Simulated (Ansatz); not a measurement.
Input and command of a plane-wave DFT calculation in Ansatz:

```yaml
crystal:
  lattice:
    - [-1.8662320419, 1.8662320419, 1.8378122646]
    - [1.8662320419, -1.8662320419, 1.8378122646]
    - [1.8662320419, 1.8662320419, -1.8378122646]
  atoms:
    - { symbol: Sn, position: [0.0, 0.0, 0.0] }
basis:
  ecutwfc: 420
kpoints:
  mp_grid: { grid: [18, 18, 18] }
hamiltonian:
  xc: pbesol
scf:
  occupations: { method: gaussian, width: 0.15 }
output:
  forces: true
  stress: true
  eigenvalues: true
```

```bash
ansatz run input.yaml --threads 1 --pin off --max-ram 2560MiB --backend cpu --events-out ev --progress --plain --runs-dir out
```

Processor: Intel(R) Xeon(R) Processor @ 2.50GHz (Skylake/Cascade Lake), 1 thread, on a host shared with other jobs.

Question: Estimate time, memory and problem size.

Answer: About 14 s on 1 thread of Intel(R) Xeon(R) Processor @ 2.50GHz (Skylake/Cascade Lake), on a shared host, peak memory 0.43 GiB. It solves 11 bands at 480 k points (the mesh reduced by symmetry) with about 523 plane waves, in 7 SCF iterations.
